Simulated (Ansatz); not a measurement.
The start is a generated trial cell of Al2Cu in the AFLOW prototype AB2_oC24_41_2a_2b (C_e, as in Sn2Pd). Cell shape, volume and atoms are optimised at zero target pressure with PBE (plane waves to 420 eV, PAW, scalar-relativistic; Ansatz, a quantum-chemistry and plane-wave program). The first steps use a coarse 5×5×5 k-mesh.

The start:
```
CELL_PARAMETERS angstrom
      5.90246     0.00000     0.00000
      0.00000     2.95123     5.53754
      0.00000    -2.95123     5.53754
ATOMIC_POSITIONS crystal
  Cu 0.00000 0.99000 0.99000
  Cu 0.50000 0.49000 0.49000
  Cu 0.00000 0.76200 0.76200
  Cu 0.50000 0.26200 0.26200
  Al 0.65800 0.03300 0.71700
  Al 0.34200 0.71700 0.03300
  Al 0.15800 0.21700 0.53300
  Al 0.84200 0.53300 0.21700
  Al 0.75000 0.37500 0.87500
  Al 0.25000 0.87500 0.37500
  Al 0.25000 0.37500 0.87500
  Al 0.75000 0.87500 0.37500
```

* **Initial pressure**: -2 GPa (negative: the cell is under tension)
* **Largest initial force**: about 0.5 eV/Å, on Al5, Al6, Al7, Al8 (atoms numbered as listed)
* **Outcome**: The space group goes from Aea2 (No. 41) to Cmce (No. 64), with 12 atoms in the primitive cell
* **Volume change**: -2.7 %, from 16.08 to 15.65 Å³/atom
* **Band gap at the end**: no gap (metallic)
* **Optimiser moves**: 6

It ends as:

Space group Cmce (No. 64); a = 11.1034 Å, b = 5.8185 Å, c = 5.8132 Å, α = β = γ = 90.00°

```
atom  site  symmetry       x       y       z
----  ----  --------  ------  ------  ------
Cu      8d       2..  0.1184  0.0000  0.0000
Al      8f       m..  0.5000  0.3264  0.3264
Al      8e       .2.  0.2500  0.2469  0.2500
```
(The calculation used a cell of 12 atoms; values per cell refer to that cell.)

Final values are on a 7×7×7 k-mesh of the relaxed cell. No spin polarisation in the result.

The run could not lose the symmetry of its start: the end is stationary, and may be a saddle point rather than a minimum.

The relaxed structure here is a generated cell of Al2Cu: the first start was made by placing the elements on the sites of a structure type, and the end was not matched to a known phase here, so it may be hypothetical. Known forms of Al2Cu include space group No. 140.
